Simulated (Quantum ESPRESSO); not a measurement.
## Kohn-Sham bands of LiTaF$_{6}$ (R-3)

```xyz
8
Lattice="-2.5847 4.4768 0.0000 -5.1693 0.0000 0.0000 -2.5847 1.4923 4.5260" Properties=species:S:1:pos:R:3 pbc="T T T"
Li    -5.1693     2.9845     2.2630
Ta     0.0000     0.0000     0.0000
F      0.9936    -1.2043     1.1042
F     -0.9936     1.2043    -1.1042
F     -1.5397    -0.2583     1.1042
F      1.5397     0.2583    -1.1042
F      0.5461     1.4626     1.1042
F     -0.5461    -1.4626    -1.1042
```

Cell from Materials Project (mp-1080679), symmetrised, no further relaxation. Not found in the COD (Crystallography Open Database) copy used; not checked further. Computed values, not measurements, from PBEsol: Quantum ESPRESSO (norm-conserving PseudoDojo potentials, cutoff 68 Ry, no spin polarisation, no spin-orbit coupling) on a Γ-centred 4×4×4 mesh, then Wannier90. Density: 8×8×8 mesh, cold smearing 0.01 Ry. Spin-orbit coupling is left out although heavy elements are present.

Energies are relative to the valence-band maximum; weights are on the orthonormalised atomic waves of the pseudopotential files, averaged over the group. 58 electrons a cell are treated as valence.

```
bands  from (eV)  to (eV)  filling  weight on atomic waves
-----  ---------  -------  -------  ----------------------
1         -66.11   -66.11   filled                       …
2         -39.50   -39.50   filled                       …
3–5       -32.77   -32.77   filled                       …
6–8       -20.23   -19.78   filled                       …
9–11      -19.33   -19.05   filled                       …
12–29      -3.78     0.00   filled                       …
30–32       6.46     6.63    empty                       …
```

Q: Which atomic shells make up each group?

A: 
- 1, weight on atomic waves: Ta 5s 98 %
- 2, weight on atomic waves: Li 1s 99 %
- 3–5, weight on atomic waves: Ta 5p 95 %
- 6–8, weight on atomic waves: F 2s 85 %, Ta 5d 9 %, Ta 6s 4 %
- 9–11, weight on atomic waves: F 2s 95 %
- 12–29, weight on atomic waves: F 2p 92 %, Ta 5d 6 %
- 30–32, weight on atomic waves: Ta 5d 72 %, F 2p 24 %

The Kohn-Sham gap over both meshes and the path is 6.46 eV.
